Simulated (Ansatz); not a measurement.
MgAl3N3O:
```xyz
8
Lattice="5.0858 0.0000 0.0000 0.0000 3.1721 0.0000 -0.0100 0.0000 5.5308" Properties=species:S:1:pos:R:3 pbc="T T T"
Mg     2.4840     0.0000     1.8472
Al     0.0794     1.5861     0.8496
O      4.6011     0.0000     1.8482
N      1.8819     1.5861     0.8333
Al     2.4662     1.5861     4.6232
Al     0.0340     0.0000     3.7532
N      4.4271     1.5861     4.5970
N      1.8879     0.0000     3.7715
```

Relaxed with PBE. Special points in fractions of this cell's reciprocal vectors: Γ (0.000, 0.000, 0.000); Z (0.000, 0.500, 0.000); D (0.000, 0.500, 0.500); B (0.000, 0.000, 0.500); A (-0.500, 0.000, 0.500); E (-0.500, 0.500, 0.500); C2 (-0.500, 0.500, 0.000); Y2 (-0.500, 0.000, 0.000).

Q: List the band energies nearest the valence-band maximum at these points for PBE in the plane-wave PAW code Ansatz.

A: In eV from the valence-band maximum; about four levels below and three above (degenerate sets whole), none deeper than 8.9 eV; points with the same levels are listed once.

| k | below | above |
|---|---|---|
| Γ | -1.19 -1.07 -0.37 0.00 | 1.77 4.47 5.22 |
| Z | -2.49 -2.08 -1.71 -1.64 | 4.92 5.24 5.77 |
| D | -2.79 -2.05 -1.11 -0.66 | 4.03 4.60 5.47 |
| B | -2.02 -1.15 -1.05 -0.07 | 3.86 4.35 6.13 |
| A | -1.90 -1.74 -1.49 -0.13 | 4.11 5.04 5.42 |
| E | -1.93 -1.92 -1.29 -0.76 | 3.39 4.27 4.84 |
| C2 | -1.83 -1.76 -1.58 -1.29 | 4.82 5.27 5.98 |
| Y2 | -1.82 -1.55 -0.37 -0.02 | 2.98 4.44 4.95 |

Space group Pm. The start of the workflow was typed in or built on a structure type; neither database checked (COD, Materials Project) lists it. Whether it is the stable phase at ambient conditions was not checked. The cell was relaxed with PBE under the symmetry of its start; whether a distortion lowers the energy is not shown.

Potentials: the earlier of the program's two PAW sets.
